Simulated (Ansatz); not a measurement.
ZrCo3B2, a database entry at a rescaled volume

```xyz
6
Lattice="2.4676 4.2740 0.0000 -2.4676 4.2740 0.0000 0.0000 0.0000 3.0882" Properties=species:S:1:pos:R:3 pbc="T T T"
Zr    0.0000    0.0000    0.0000
Co    0.0000    4.2740    1.5441
Co    1.2338    2.1370    1.5441
Co   -1.2338    2.1370    1.5441
B    -0.0002    2.8495    0.0000
B    -0.0002    5.6985    0.0000
```

Level: r2SCAN, spin-orbit coupling; 500 eV; 6×6×9 Γ-centred mesh; fermi-dirac occupations (width 0.1 eV); Ansatz 0.2.0, fixed geometry.

The state carries no moments; the state need not be the lowest.

Problem. Are the atoms at rest?

Solution. The forces vanish by the symmetry of the sites.

Problem. What is the formation energy?

Solution. -0.46 eV an atom against the elements' usual phases (free molecules for gases, crystals otherwise, with no correction for O₂ or N₂), so it is bound against them; other compounds may still compete. Relaxing would lower it.

Problem. Is there a gap?

Solution. It is a metal, with about 2.7 states/eV a cell as the mean within 0.25 eV of the Fermi level, mostly Co d (66 %) and Zr d (15 %).

Problem. Is the cell too large or too small?

Solution. The pressure is -15.3 GPa (compression positive), so with the atoms held at these fractions the cell would first shrink.

Problem. Give the Bader charges.

Solution. Bader charges in e: Zr +1.75, Co -0.26, B -0.49. In the mean Zr gives up most and B takes most.

Origin: a database entry at a rescaled volume. Caveats: atoms or cell far from equilibrium.
